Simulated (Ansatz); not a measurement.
## Formation energy of TaGa3

```yaml
crystal:
  lattice:
    - [-1.88807, 1.88807, 4.31801]
    - [1.88807, -1.88807, 4.31801]
    - [1.88807, 1.88807, -4.31801]
  atoms:
    - { symbol: Ta, position: [0.00000, 0.00000, 0.00000] }
    - { symbol: Ga, position: [0.50000, 0.50000, 0.00000] }
    - { symbol: Ga, position: [0.75000, 0.25000, 0.50000] }
    - { symbol: Ga, position: [0.25000, 0.75000, 0.50000] }
```

The cell comes from a relaxation on PAW files under the same functional, begun from a database entry that needn't be the ground state.

Level of theory: DFT with PBEsol, scalar-relativistic, in Ansatz 0.2.0; a Γ-centred 13×13×13 k mesh, Fermi–Dirac smearing of 0.05 eV, no spin polarisation. LAPW: all electrons, basis error target 0.5 meV/atom; PAW: frozen-core files, cutoff 420 eV; norm-conserving: pseudopotentials, cutoff 1088 eV.

The elements are taken as Ga alpha-Ga, Ta bcc, each relaxed on PAW files under the same functional and computed by the same method as the compound; zero-point and thermal terms are left out.

Spin–orbit coupling is left out, which matters for the heavy atoms. The PAW files were made under PBE. The norm-conserving files are those that the library serves for this functional.

What is the formation energy by LAPW, and how far do the other methods lie from it?

-0.228 eV/atom; PAW -0.8 meV/atom; norm-conserving +4.0 meV/atom. The compound is bound against these elements; other compounds of the system weren't compared.

Give the LAPW value for one formula unit in kJ/mol.

-0.228 eV/atom × 4 atoms × 96.485 kJ/(mol·eV) = -88.0 kJ/mol, at zero temperature and without zero-point motion.
